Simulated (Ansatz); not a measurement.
The calculation used DFT PBE, scalar-relativistic, plane waves, PAW in Ansatz. All cells share a 420 eV cutoff and Γ-centred k meshes spaced at most about 0.3 Å⁻¹ (about 0.25 or finer for metals, 2π included). No spin polarisation in the final relaxations.

Temperature and zero-point effects are left out.

Compare these two cells of ZrTaN, each relaxed at this level.

A.

```
CELL_PARAMETERS angstrom
3.91119 0.00000 0.00000
0.00000 3.91119 0.00000
0.00000 0.00000 6.30289
ATOMIC_POSITIONS crystal
Zr 0.00000 0.00000 0.75000
Zr 0.00000 0.00000 0.25000
Ta 0.50000 0.50000 0.00000
Ta 0.50000 0.50000 0.50000
N 0.50000 0.00000 0.50000
N 0.00000 0.50000 0.00000
```

B.

```
CELL_PARAMETERS angstrom
2.97200 0.00000 0.00000
0.00000 2.97200 0.00000
0.00000 0.00000 6.03162
ATOMIC_POSITIONS crystal
Zr 0.00000 0.00000 0.00000
Ta 0.00000 0.00000 0.50000
N 0.50000 0.50000 0.50000
```

Task: Which is lower in energy, and by how much?

Result: A is lower, by 0.64 eV/atom. A has space group P4_2/mmc (No. 131), 16.1 Å³/atom and no gap on its mesh; B has space group P4/mmm (No. 123), 17.8 Å³/atom and no gap. Counting N atoms around Ta and Zr (those within 1.25 times the shortest such distance or 1.15 times the sum of covalent radii, 1.27 where that leaves under three; the shortest distance is added where it exceeds 1.18 times the sum of covalent radii), A has Zr 4, Ta 2 and B has Zr 8 from 3.7 Å, Ta 4. The denser one is the lower, and pressure would at first widen the difference. Both come from invented guesses. A third cell relaxed alike, in P4/nmm, lies 0.50 eV/atom below the lower of the two.

Spin–orbit coupling, which can matter for Ta, is left out. Cells relaxed within their symmetry can be saddle points.
